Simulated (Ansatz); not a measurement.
The start is a relaxed B6O cell shaken by Gaussian noise of σ = 0.08 Å a coordinate. Cell shape, volume and atoms are optimised at zero target pressure with r2SCAN (plane waves to 500 eV, PAW, scalar-relativistic; Ansatz, an electronic-structure program). The first steps use a coarse 6×6×6 k-mesh.

Initial structure:
```yaml
crystal:
  lattice:
    - [-2.61059, 2.61059, 2.54223]
    - [2.61059, -2.61059, 2.54223]
    - [2.61059, 2.61059, -2.54223]
  atoms:
    - { symbol: B, position: [0.50080, 0.50900, 0.00288] }
    - { symbol: B, position: [0.79983, 0.57049, 0.80429] }
    - { symbol: B, position: [0.75632, 0.96020, 0.20711] }
    - { symbol: B, position: [0.04623, 0.26764, 0.77187] }
    - { symbol: B, position: [0.45323, 0.24492, 0.21489] }
    - { symbol: B, position: [0.76531, 0.26691, 0.51178] }
    - { symbol: O, position: [0.99913, 0.98338, 0.98077] }
```

Problem. What pressure does the first self-consistent step give?

Solution. +4 GPa (positive: the cell is compressed).

Problem. Which atoms feel the largest initial force, and how large is it?

Solution. About 5.4 eV/Å, on B6 (atoms numbered as listed).

Problem. How much energy is released per atom?

Solution. 0.41 eV/atom.

Problem. How does the volume per atom move from start to end?

Solution. +8.8 %, from 9.90 to 10.77 Å³/atom.

Problem. How do the shortest distances between atoms change?

Solution. The closest pairs of elements (up to four, under 3.6 Å), start → end: B–B 1.41 → 1.58 Å; B–O 1.51 → 1.45 Å.

Problem. What band gap does the relaxed structure have at this level?

Solution. Zero (metallic).

Problem. Write out the relaxed structure.

Solution. 
Space group Cm (No. 8); a = 7.156 Å, b = 4.979 Å, c = 5.177 Å, α = 90.00°, β = 125.13°, γ = 90.00°

| atom | site | symmetry | x | y | z |
|---|---|---|---|---|---|
| B | 2a | m | 0.4867 | 0.5000 | 0.5277 |
| B | 4b | 1 | 0.0555 | 0.2013 | 0.2968 |
| B | 2a | m | 0.2121 | 0.5000 | 0.3875 |
| B | 2a | m | 0.1665 | 0.0000 | 0.9217 |
| B | 2a | m | 0.4423 | 0.0000 | 0.1498 |
| O | 2a | m | 0.0752 | 0.0000 | 0.1109 |
(The calculation used a cell of 7 atoms; values per cell refer to that cell.)

Final values are on a 12×12×11 k-mesh of the relaxed cell. No spin polarisation in the result.

The relaxed structure here is a generated cell of B6O: the first start was made by a random draw of sites in a space group, and the end was not matched to a known phase here, so it may be hypothetical.
